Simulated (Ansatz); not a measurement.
Lattice vibrations of CaWO4 at Γ

These are results of DFT PBEsol, scalar-relativistic, plane waves, PAW in Ansatz, not measurements. Cutoff 420 eV, 6×6×6 k-points (Γ-centred), fixed occupations. No spin polarisation. Phonons by linear response, acoustic sum rule imposed.

Relaxed structure:
```
Ca W O
1.0
    -2.61162    2.61162    5.62588
     2.61162   -2.61162    5.62588
     2.61162    2.61162   -5.62588
Ca W O
2 2 8
Cartesian
  0.0000 2.6116 2.8129
  0.0000 0.0000 0.0000
  2.6116 0.0000 2.8129
  0.0000 0.0000 5.6259
  3.4251 -1.2622 3.7921
  1.2622 0.8135 6.6050
  1.7982 1.2622 3.7921
  1.3494 1.7982 0.9791
  -0.8135 1.2622 4.6468
  1.3494 -0.8135 1.8338
  3.4251 1.3494 -0.9791
  3.8738 0.8135 1.8338
```

Spin–orbit coupling is left out, which can shift energies with elements as heavy as these.

Q: Is this structure stable against zone-centre distortions?

A: Yes, at Γ: no optical mode is imaginary. Strains and other wave vectors aren't tested by this run.

Q: List the optical modes at Γ without the LO field (i marks imaginary ones).

A:
```
frequency (meV) degeneracy IR intensity of the level ((D/Å)²/amu)
            9.5           1                                    0.00
           14.3           2                                    0.00
           16.6           2                                    3.68
           21.1           1                                    0.26
           23.5           2                                    0.00
           24.2           2                                   25.22
           26.1           1                                    0.00
           26.9           1                                    0.00
           28.3           1                                   17.96
           32.2           1                                    0.00
           33.7           2                                    0.00
           36.7           2                                   15.09
           39.9           1                                    0.00
           40.1           1                                    0.00
           48.3           1                                    0.00
           49.0           2                                    0.00
           52.5           1                                    3.61
           53.5           1                                    0.00
           95.8           1                                   44.71
           96.9           2                                   87.10
           97.7           2                                    0.00
          102.3           1                                    0.00
          111.5           1                                    0.00
          112.3           1                                    0.00
```

Cost: 1 run of about 31 core-minutes, on Arm Neoverse V2 (shared hosts).